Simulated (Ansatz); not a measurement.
Values for one crystal, relaxed and computed with plane-wave PAW r²SCAN (Ansatz code); other levels are named.

| Quantity | Value |
|---|---|
| Volume per atom | 18.68 Å³ |
| Electronic character | metallic (no gap) |
| Formation energy from the elements (no fitted shifts) | -0.054 eV/atom |
| Gap with spin–orbit coupling | none (metallic) |
| Bulk modulus (Birch–Murnaghan fit) | 161 GPa |
| Density of states at the Fermi level | 1.8 states/eV per atom (mean over ±0.08 eV) |
| Pressure derivative B′ | 4.2 |

Which of these materials gives this?
(A) SrIn3Au, I4mm (Sr on 2a, In on 4b, In on 2a, Au on 2a)
(B) In5Bi3, I4/mcm (In on 4c, In on 16l, Bi on 4a, Bi on 8h)
(C) LaIn3, Cu3Au type
(D) Nb3In, A15 (Cr3Si type)

D, Nb3In, A15 (Cr3Si type)

Space group Pm-3n (A15 (Cr3Si type)). The workflow started from an entry of the Crystallography Open Database (COD). Its standing as an ambient phase is unchecked. The r²SCAN relaxation kept the symmetry of its start; whether a distortion lowers the energy is not shown. No spin polarisation was allowed. The references are the lowest solids computed at this level, not always the standard phases. Scalar-relativistic: spin–orbit coupling is off unless named, which matters more the heavier the elements.

Potentials: the later of the program's two PAW sets.
